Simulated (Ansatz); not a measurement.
Trial structure of TiIn₂Te₃, not yet relaxed:

```yaml
crystal:
  lattice:
    - [6.36725, 0.00000, 0.00000]
    - [-3.18363, 5.51420, 0.00000]
    - [0.00000, 0.00000, 4.47217]
  atoms:
    - { symbol: Ti, position: [0.00000, 0.00000, 0.88881] }
    - { symbol: In, position: [0.66667, 0.33333, 0.96314] }
    - { symbol: In, position: [0.33333, 0.66667, 0.96314] }
    - { symbol: Te, position: [0.50000, 0.50000, 0.45952] }
    - { symbol: Te, position: [0.50000, 0.00000, 0.45952] }
    - { symbol: Te, position: [0.00000, 0.50000, 0.45952] }
```

These are results of Ansatz 0.2.0, DFT PBE, scalar-relativistic, plane waves, PAW, not measurements. Settings: cutoff 420 eV, Γ-centred mesh 3×3×4 on the computed 6-atom cell, Gaussian smearing of 0.10 eV; no spin polarisation.

The zero of energy is the elements' standard structures at the same level; no fitted shifts are applied.

Problem. What does a single point on this coarse mesh give?

Solution. The pressure is 11.9 GPa (the mean over three directions, positive in compression), the largest force is 0.22 eV/Å, and the energy is +0.92 eV/atom against the elements. The shortest distance is 2.88 Å.

Problem. How much does it gain on relaxing, and where does it end?

Solution. Relaxing gains about 0.62 eV/atom (the start's value is from the coarse mesh, so the gain is rough) in 23 ionic steps and ends at +0.30 eV/atom on the finer mesh. The symmetry goes from P6mm (No. 183) to P6/mmm (No. 191). The volume per atom grows by 34.4 %, from 26.2 to 35.2 Å³. The shortest distance goes from 2.88 Å (In–Te) to 3.16 Å (Ti–Te and Te–Te). Conventional cell: a = 6.319 Å, c = 6.105 Å. Ti has 6 Te at 3.16 Å; In has 6 Te at 3.56 Å and 3 In at 3.65 Å; around Te lie 4 Te at 3.16 Å, 2 Ti at 3.16 Å and 4 In at 3.56 Å.

The last run used collinear spin, a 6×6×6 mesh for its 6-atom cell and Gaussian smearing of 0.10 eV. These runs have no spin–orbit coupling, which can matter for Te. The reference form of Te is held partly by dispersion forces, which this level lacks. Another magnetic order may lie lower. The relaxation can't lower the symmetry of the start. A structure relaxed within its symmetry needn't be a true minimum.
